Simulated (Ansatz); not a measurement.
An Ansatz (an electronic-structure program) run. Input:

Ansatz 0.2 input:
```yaml
crystal:
  lattice:
    - [5.0710179234, 0.0, 0.0]
    - [0.0, 5.0710179234, 0.0]
    - [0.0, 0.0, 5.0710179234]
  atoms:
    - { symbol: Al, position: [0.0, 0.0, 0.0] }
    - { symbol: Al, position: [0.5, 0.5, 0.5] }
    - { symbol: Al, position: [0.25, 0.0, 0.5] }
    - { symbol: Al, position: [0.75, 0.0, 0.5] }
    - { symbol: Al, position: [0.5, 0.25, 0.0] }
    - { symbol: Al, position: [0.5, 0.75, 0.0] }
    - { symbol: Al, position: [0.0, 0.5, 0.25] }
    - { symbol: Al, position: [0.0, 0.5, 0.75] }
kpoints:
  mp_grid: { grid: [17, 17, 17] }
hamiltonian:
  xc: r2scan
  pseudopotentials: { kind: paw }
scf:
  occupations: { method: fermi_dirac, width: 0.1 }
elastic: { mode: relaxed_ion, stencil: two_point, amplitude: 0.005, f_tol: 0.0005 }
```

Output (shortened):

```
Pseudopotential: Al, paw, valence charge 3
Functional definition: r2SCAN
Crystal: 8 atoms, lattice volume = 130.402 Å³
Basis set: ecut = 500 eV, 3287 PW (Γ), exchange–correlation on 160×160×160 points (64 copies of the dense FFT grid, shifted against one another)
Bands: 20, of which v1, the nominal top of the filled ones, is band 12 counted from 1 (11 counted from 0)
Symmetry: 48 space group operations
Space group: Pm-3n (ITA 223), of the structure as read, at distance tolerance 5.1e-5 Å
k-points: 165 of 4913
SCF 1 converged in 10 iterations: F = -4322.610525 eV  dr2 = 1.72e-14
Crystal: 8 atoms, lattice volume = 130.402 Å³
SCF 2 converged in 2 iterations: F = -4322.610525 eV  dr2 = 6.44e-15
Crystal: 8 atoms, lattice volume = 129.750 Å³
Basis set: ecut = 500 eV, 3271 PW (Γ), exchange–correlation on 160×160×160 points (64 copies of the dense FFT grid, shifted against one another)
Symmetry: 16 space group operations
k-points: 405 of 4913
SCF 3 converged in 8 iterations: F = -4322.608392 eV  dr2 = 6.48e-14
relax step   1: F+E_penalty+E_count = -4322.60839172 eV  Δ(F+E_penalty+E_count) = +0.000e0 eV  max|allowed force component| = 9.569e-3 eV/Å  Δτ_max = 0.0000 Å  (8 SCF iters, accepted)
Crystal: 8 atoms, lattice volume = 129.750 Å³
SCF 4 converged in 7 iterations: F = -4322.608400 eV  dr2 = 8.21e-15
relax step   2: F+E_penalty+E_count = -4322.60840009 eV  Δ(F+E_penalty+E_count) = -8.364e-6 eV  max|allowed force component| = 2.730e-5 eV/Å  Δτ_max = 0.0004 Å  (7 SCF iters, accepted)
Crystal: 8 atoms, lattice volume = 129.750 Å³
SCF 5 converged in 2 iterations: F = -4322.608400 eV  dr2 = 3.15e-15
Crystal: 8 atoms, lattice volume = 131.054 Å³
Basis set: ecut = 500 eV, 3303 PW (Γ), exchange–correlation on 160×160×160 points (64 copies of the dense FFT grid, shifted against one another)
SCF 6 converged in 8 iterations: F = -4322.609217 eV  dr2 = 5.61e-14
relax step   1: F+E_penalty+E_count = -4322.60921681 eV  Δ(F+E_penalty+E_count) = +0.000e0 eV  max|allowed force component| = 9.042e-3 eV/Å  Δτ_max = 0.0000 Å  (8 SCF iters, accepted)
Crystal: 8 atoms, lattice volume = 131.054 Å³
SCF 7 converged in 7 iterations: F = -4322.609224 eV  dr2 = 7.81e-15
relax step   2: F+E_penalty+E_count = -4322.60922430 eV  Δ(F+E_penalty+E_count) = -7.489e-6 eV  max|allowed force component| = 2.643e-5 eV/Å  Δτ_max = 0.0004 Å  (7 SCF iters, accepted)
Crystal: 8 atoms, lattice volume = 131.054 Å³
SCF 8 converged in 2 iterations: F = -4322.609224 eV  dr2 = 3.02e-15
Crystal: 8 atoms, lattice volume = 130.402 Å³
Symmetry: 8 space group operations
k-points: 729 of 4913
SCF 9 converged in 7 iterations: F = -4322.610292 eV  dr2 = 2.65e-14
relax step   1: F+E_penalty+E_count = -4322.61029184 eV  Δ(F+E_penalty+E_count) = +0.000e0 eV  max|allowed force component| = 1.220e-2 eV/Å  Δτ_max = 0.0000 Å  (7 SCF iters, accepted)
Crystal: 8 atoms, lattice volume = 130.402 Å³
SCF 10 converged in 7 iterations: F = -4322.610392 eV  dr2 = 1.08e-14
relax step   2: F+E_penalty+E_count = -4322.61039225 eV  Δ(F+E_penalty+E_count) = -1.004e-4 eV  max|allowed force component| = 7.464e-3 eV/Å  Δτ_max = 0.0026 Å  (7 SCF iters, accepted)
Crystal: 8 atoms, lattice volume = 130.402 Å³
SCF 11 converged in 8 iterations: F = -4322.610452 eV  dr2 = 1.10e-15
relax step   3: F+E_penalty+E_count = -4322.61045222 eV  Δ(F+E_penalty+E_count) = -5.998e-5 eV  max|allowed force component| = 3.333e-4 eV/Å  Δτ_max = 0.0040 Å  (8 SCF iters, accepted)
Crystal: 8 atoms, lattice volume = 130.402 Å³
SCF 12 converged in 2 iterations: F = -4322.610452 eV  dr2 = 4.61e-16
Crystal: 8 atoms, lattice volume = 130.402 Å³
SCF 13 converged in 7 iterations: F = -4322.610292 eV  dr2 = 2.64e-14
relax step   1: F+E_penalty+E_count = -4322.61029184 eV  Δ(F+E_penalty+E_count) = +0.000e0 eV  max|allowed force component| = 1.220e-2 eV/Å  Δτ_max = 0.0000 Å  (7 SCF iters, accepted)
Crystal: 8 atoms, lattice volume = 130.402 Å³
SCF 14 converged in 8 iterations: F = -4322.610452 eV  dr2 = 1.97e-15
relax step   2: F+E_penalty+E_count = -4322.61045210 eV  Δ(F+E_penalty+E_count) = -1.603e-4 eV  max|allowed force component| = 1.185e-3 eV/Å  Δτ_max = 0.0066 Å  (8 SCF iters, accepted)
Crystal: 8 atoms, lattice volume = 130.402 Å³
SCF 15 converged in 6 iterations: F = -4322.610452 eV  dr2 = 3.82e-14
relax step   3: F+E_penalty+E_count = -4322.61045182 eV  Δ(F+E_penalty+E_count) = +2.859e-7 eV  max|allowed force component| = 2.128e-3 eV/Å  Δτ_max = 0.0002 Å  (6 SCF iters, rejected (line search))
Crystal: 8 atoms, lattice volume = 130.402 Å³
SCF 16 converged in 6 iterations: F = -4322.610452 eV  dr2 = 1.25e-14
relax step   4: F+E_penalty+E_count = -4322.61045223 eV  Δ(F+E_penalty+E_count) = -1.286e-7 eV  max|allowed force component| = 1.457e-5 eV/Å  Δτ_max = 0.0001 Å  (6 SCF iters, accepted)
Crystal: 8 atoms, lattice volume = 130.402 Å³
SCF 17 converged in 2 iterations: F = -4322.610452 eV  dr2 = 5.14e-15
SCF converged after 2 iterations
Free energy (F): -4322.610525 eV
Harris-Foulkes:  -4322.610525 eV  (|F-HF|=1.82e-12)
Internal energy: -4322.511129 eV  (E = F + TS)
E sigma→0 (E₀):  -4322.560827 eV
Entropy (-TS):   -0.099396 eV (-12.424 meV/atom)
Fermi energy:    8.097137 eV
--- Per-component energies (eV) ---
  E_band       = 80.212302
  E_kinetic    = 186.085415
  E_local      = 81.254224  (includes V_loc(G=0)·N_el)
  E_nonlocal   = 77.572743
  E_hartree    = 1.390655
  E_xc         = -294.263031
  E_vxc        = -250.118281  (∫ρ·V_xc dr)
  E_paw        = -3784.898603  (= ΣΔE_a)
  E_vpaw       = -27.298522  (= ΣTr[D̂ρ^β])
  E_aug_tail   = -0.000006  (compensation charges beyond the density's cutoff)
  E_vtau       = 9.935419  (kinetic-family band-sum trace: ∫τ·v_τ [+ j·A + Jᵃ·Aᵃ] dr)
  E_ewald      = -589.171662
  E_core_change = -0.480864  (= ΣΔE_core)
  E_smearing   = -0.099396  (= −TS)
  E_closure    = 0.000000  (closes the sum)
  Σ components = -4322.610525   (vs F -4322.610525, Δ=0.00e0)
--- Forces (eV/Å), atoms counted from 1 ---
  atom   1  Al     0.00000000     0.00000000     0.00000000
  atom   2  Al     0.00000000     0.00000000     0.00000000
  atom   3  Al     0.00000000     0.00000000     0.00000000
  atom   4  Al     0.00000000     0.00000000     0.00000000
  atom   5  Al     0.00000000     0.00000000     0.00000000
  atom   6  Al     0.00000000     0.00000000     0.00000000
  atom   7  Al     0.00000000     0.00000000     0.00000000
  atom   8  Al     0.00000000     0.00000000     0.00000000
  max |Σ_I F_I| component: 9.83e-18 eV/Å
--- Stress (GPa, compression-positive) ---
        0.093323       0.000000       0.000000
        0.000000       0.093323       0.000000
        0.000000       0.000000       0.093323
  P = ⅓ Tr σ = 0.0933 GPa (0.933 kbar)
--- Band table (eV; the first three rows and the last of 165) ---
  k-point 0: bands = ["-3.8390", "2.0062", "2.0062", "2.0083", "2.2715", "2.2715", "2.2715", "6.9866", "6.9866", "7.2840", "7.2840", "7.2840", "8.2032", "8.2032", "8.2032", "8.8754", "8.8754", "8.8754", "9.5555", "12.9470"]
  k-point 1: bands = ["-3.8178", "1.4597", "2.0263", "2.0277", "2.2915", "2.2915", "2.8523", "6.7077", "6.8006", "7.0788", "7.0788", "7.4684", "8.1692", "8.1692", "8.2234", "9.0934", "9.1683", "9.1683", "9.7025", "12.7400"]
  k-point 2: bands = ["-3.7544", "0.8351", "2.0866", "2.0879", "2.3515", "2.3515", "3.5746", "6.2639", "6.3947", "6.6315", "6.6315", "7.6717", "8.1848", "8.1848", "8.2838", "9.5926", "9.7576", "9.7576", "10.0999", "12.3347"]
  k-point 164: bands = ["0.1635", "0.5045", "0.5045", "0.5271", "0.8506", "0.8506", "0.8775", "1.2059", "10.9484", "11.0088", "11.0088", "11.1319", "11.1319", "11.2911", "11.2911", "11.6573", "11.7333", "11.7333", "11.8214", "12.2023"]
--- Elastic constants: 2 strain directions × 2 members + reference (group order 48) ---
  dense FFT box of the reference and of every strained cell: 40×40×40
  strains applied: 11, 23; error gains: componentwise 1.00 (the most a stress slope's error grows in a printed constant), spectral 1.73 (1 for all six strains …
  C = ∂σ_k/∂η_j (tension-positive GPa; Voigt order 11 22 33 23 13 12):
       168.390     47.080     47.080      0.000      0.000      0.000
        47.080    168.390     47.080      0.000      0.000      0.000
        47.080     47.080    168.390      0.000      0.000      0.000
         0.000      0.000      0.000      7.096      0.000      0.000
         0.000      0.000      0.000      0.000      7.096      0.000
         0.000      0.000      0.000      0.000      0.000      7.096
  reference stress σ⁰ (GPa):     -0.093     -0.093     -0.093      0.000      0.000      0.000
  moduli (Voigt/Reuss/Hill, GPa): K = 87.52/87.52/87.52   G = 28.52/10.97/19.75   E = 55.09   ν = 0.395
  mechanically stable: yes (min eigenvalue of sym C = 7.10 GPa)
  strain η (Voigt 11):  stress-route row diagonal C_11 = 168.39 GPa, energy-path curvature d²(F+E_count+ΔE)/dδ²/Ω₀ = 168.37 GPa
         δ    σ_11 (GPa)             F (eV)   n_scf  n_hpsi   n_pw
    -5.000e-3      -0.9592       -4322.6084001       2   81051   3322   relax 2 steps, max|allowed force component| 2.73e-5 eV/Å
     5.000e-3       0.7247       -4322.6092243       2   81036   3362   relax 2 steps, max|allowed force component| 2.64e-5 eV/Å
  strain η (Voigt 23):  stress-route row diagonal C_44 = 7.10 GPa, energy-path curvature d²(F+E_count+ΔE)/dδ²/Ω₀ = 7.16 GPa
         δ    σ_23 (GPa)             F (eV)   n_scf  n_hpsi   n_pw
    -5.000e-3      -0.0355       -4322.6104522       2  146501   3336   relax 3 steps, max|allowed force component| 3.33e-4 eV/Å
     5.000e-3       0.0355       -4322.6104522       2  146358   3336   relax 4 steps, max|allowed force component| 1.46e-5 eV/Å
```

Cost: around 28 core-minutes (rough) on shared cores.

The start of the workflow was typed in or built on a structure type; neither database checked (COD, Materials Project) lists it. It is not the phase usual at ambient conditions (space group No. 225). The cell was relaxed with r²SCAN under the symmetry of its start; whether a distortion lowers the energy is not shown. As this level gives no gap, shear constants depend on the k-mesh and smearing (Fermi–Dirac, 0.1 eV here).

Potentials: the later of the program's two PAW sets.

Ansatz is a plane-wave DFT program.
